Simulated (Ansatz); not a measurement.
Input:

Nb2GaC:
```xyz
8
Lattice="3.1187 0.0000 0.0000 -1.5594 2.7009 0.0000 0.0000 0.0000 13.4732" Properties=species:S:1:pos:R:3 pbc="T T T"
Nb     1.5594     0.9003    12.2650
Nb     0.0000     1.8006     1.2082
Nb     0.0000     1.8006     5.5284
Nb     1.5594     0.9003     7.9448
Ga     1.5594     0.9003     3.3683
Ga     0.0000     1.8006    10.1049
C      0.0000     0.0000     0.0000
C      0.0000     0.0000     6.7366
```

This is the PBEsol-relaxed structure. Cartesian axes are those of the cell as given.

Problem. All from the program Ansatz at the PBEsol level (PAW), unless another level is named. Predict the Hill bulk and shear moduli.

Solution. 190 and 114 GPa.

Problem. Next, the elastic constants (relaxed ions, GPa)?

Solution. C11 = 329, C12 = 96.7, C13 = 143, C33 = 290, C44 = 141.

Problem. Give the highest zone-centre frequency.

Solution. 657 cm^-1.

Space group P6_3/mmc. The first step of the workflow began from a Materials Project structure, measured or hypothetical; the Crystallography Open Database copy checked does not list it. Whether it is the stable phase at ambient conditions was not checked. Symmetry was held in the PBEsol relaxation; of distortions, only those at the zone centre were tested. The run is not spin-polarised. As this level gives no gap, shear constants depend on the k-mesh and smearing (Fermi–Dirac, 0.1 eV here). As this level gives no gap, phonon frequencies hold no LO–TO term and depend on the k-mesh and smearing (Fermi–Dirac, 0.1 eV here).

Potentials: the later of the program's two PAW sets.
